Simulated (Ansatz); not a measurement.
All numbers below come from Ansatz, DFT PBE, scalar-relativistic, plane waves, PAW. All cells share a 420 eV cutoff and Γ-centred k meshes spaced about 0.3 Å⁻¹ or finer (0.25 for metals, 2π included). No spin polarisation.

Relaxed forms of AgSn2SeI3:

Cell 1.

Space group Amm2 (No. 38). a = 4.024 Å, b = 10.384 Å, c = 12.250 Å, α = 90.00°, β = 90.00°, γ = 90.00°
```
atom  site  symmetry       x       y       z
  Ag    2a       mm2  0.0000  0.5000  0.4997
  Sn    4e       m.. 0.5000  0.2991  0.2180
  Se    2a       mm2  0.0000  0.5000  0.2906
   I    2a       mm2  0.0000  0.5000  0.7245
   I    4d       m.. 0.0000  0.3082  0.0246
```

Cell 2.

Space group I4mm (No. 107). a = 6.156 Å, b = 6.156 Å, c = 13.196 Å, α = 90.00°, β = 90.00°, γ = 90.00°
| atom | site | symmetry | x | y | z |
| --- | --- | --- | --- | --- | --- |
| Ag | 2a | 4mm | 0.0000 | 0.0000 | 0.0664 |
| Sn | 4b | 2mm. | 0.5000 | 0.0000 | 0.3567 |
| Se | 2a | 4mm | 0.5000 | 0.5000 | 0.3701 |
| I | 4b | 2mm. | 0.0000 | 0.5000 | 0.1325 |
| I | 2a | 4mm | 0.0000 | 0.0000 | 0.4006 |

Cell 3.

Space group P1 (No. 1). a = 4.680 Å, b = 7.131 Å, c = 9.445 Å, α = 102.13°, β = 104.32°, γ = 90.37°
```json
{"atom": "Ag", "site": "1a", "symmetry": "1", "x": "0.5185", "y": "0.7834", "z": "0.0491"}
{"atom": "Sn", "site": "1a", "symmetry": "1", "x": "0.3526", "y": "0.5959", "z": "0.7184"}
{"atom": "Sn", "site": "1a", "symmetry": "1", "x": "0.1928", "y": "0.9980", "z": "0.4015"}
{"atom": "Se", "site": "1a", "symmetry": "1", "x": "0.3219", "y": "0.2243", "z": "0.6679"}
{"atom": "I", "site": "1a", "symmetry": "1", "x": "0.6077", "y": "0.1546", "z": "0.2220"}
{"atom": "I", "site": "1a", "symmetry": "1", "x": "0.7474", "y": "0.6892", "z": "0.5065"}
{"atom": "I", "site": "1a", "symmetry": "1", "x": "0.9966", "y": "0.5618", "z": "0.0092"}
```

Cell 4.

Space group P1 (No. 1). a = 4.472 Å, b = 7.509 Å, c = 8.305 Å, α = 90.69°, β = 103.60°, γ = 90.76°
| atom | site | symmetry | x | y | z |
| --- | --- | --- | --- | --- | --- |
| Ag | 1a | 1 | 0.8884 | 0.0580 | 0.0947 |
| Sn | 1a | 1 | 0.3017 | 0.0679 | 0.6166 |
| Sn | 1a | 1 | 0.4383 | 0.5234 | 0.8900 |
| Se | 1a | 1 | 0.7901 | 0.2411 | 0.8232 |
| I | 1a | 1 | 0.9413 | 0.6887 | 0.1496 |
| I | 1a | 1 | 0.4781 | 0.1947 | 0.3061 |
| I | 1a | 1 | 0.6620 | 0.7261 | 0.6197 |

Their energies and Kohn–Sham gaps, in order of energy:

| row | ΔE (meV/atom) | gap on mesh (eV) |
| --- | --- | --- |
| a | 0 | 1.61 |
| b | 49 | 0.43 |
| c | 68 | 1.22 |
| d | 84 | 0.87 |

Task: Which row belongs to which cell?

Result: Row a is cell 4, row b is cell 2, row c is cell 3, row d is cell 1. Counting I or Se atoms around Ag and Sn (for each partner element, those within 1.25 times its shortest distance or 1.15 times the sum of covalent radii, where it is the nearest in units of that sum or under 1.3; a plus sign parts groups by distance over the sum of covalent radii): cell 1 (Amm2, 36.6 Å³/atom) has Ag 2+2, Sn 4+2; cell 2 (I4mm, 35.7 Å³/atom) has Ag 1+4, Sn 6; cell 3 (P1, 42.6 Å³/atom) has Ag 3, Sn 1+4; cell 4 (P1, 38.7 Å³/atom) has Ag 4, Sn 3+1.

Gaps are read on each cell's k mesh and can be smaller between its points; Kohn–Sham gaps at this level usually fall short of measured ones. The missing spin–orbit coupling can work the other way here. Spin–orbit coupling, which can matter for I, is left out. With atoms moved at random, cell 1 (by 84 meV/atom) fell into a lower structure and cell 3 and cell 4 came back. Cell 2 had no clear such test and can be a saddle point.
